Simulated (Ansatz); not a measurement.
## Exchange in NaVGe₂O₆ by functional

```
Na V Ge O
1.0
     4.98000   -4.42650    0.00000
     4.98000    4.42650    0.00000
    -1.54920    0.00000    5.26272
Na V Ge O
2 2 4 12
Direct
  0.19450 0.80550 0.25000
  0.80550 0.19450 0.75000
  0.59176 0.40824 0.25000
  0.40824 0.59176 0.75000
  0.11583 0.30681 0.26727
  0.69319 0.88417 0.23273
  0.88417 0.69319 0.73273
  0.30681 0.11583 0.76727
  0.86740 0.40960 0.18510
  0.59040 0.13260 0.31490
  0.13260 0.59040 0.81490
  0.40960 0.86740 0.68510
  0.31030 0.47610 0.36550
  0.52390 0.68970 0.13450
  0.68970 0.52390 0.63450
  0.47610 0.31030 0.86550
  0.12390 0.15470 0.49380
  0.84530 0.87610 0.00620
  0.87610 0.84530 0.50620
  0.15470 0.12390 0.99380
```

The same starts (parallel, antiparallel patterns that fit this cell, and no moments) were run with plane-wave PAW DFT (Ansatz 0.2.0; atoms fixed, collinear spin, no spin-orbit coupling; 4×4×4 Γ-centred mesh, fermi-dirac occupations of width 0.050 eV) at these levels: r2SCAN, 500 eV; r2SCAN with U_eff = 1.0 eV on V d (all-electron-ortho-atomic projectors), 500 eV.

Task: Which order does each level favour, and how strongly?

Result: The runs give, at zero smearing:

```csv
level,lowest state,mean moment on V (μB),parallel less best compensated antiparallel (meV per V),gain over no moments (meV per V)
r2SCAN,parallel moments,1.51,-0,1487
r2SCAN + U,parallel moments,1.52,-1,1925
```

Site moments are taken in small spheres that don't touch (radius about 0.4 of the atom's shortest bond), so those of the magnetic atoms read low. The two orders aren't resolved at any level: the difference runs from -1 to -0 meV per V.

The cell is that of a Crystallography Open Database entry, unchanged.

Caveats: only orders that fit this cell were tried, so the true order may need a larger cell or canted moments; atoms and cell are held at the entry's values; differences under about 5 meV per magnetic atom weren't tested against a denser mesh or another U, and are taken as unresolved; the U is a value in common use, not computed for this crystal; the state without moments isn't the paramagnet, so the last column is no ordering energy, and a U inflates it.
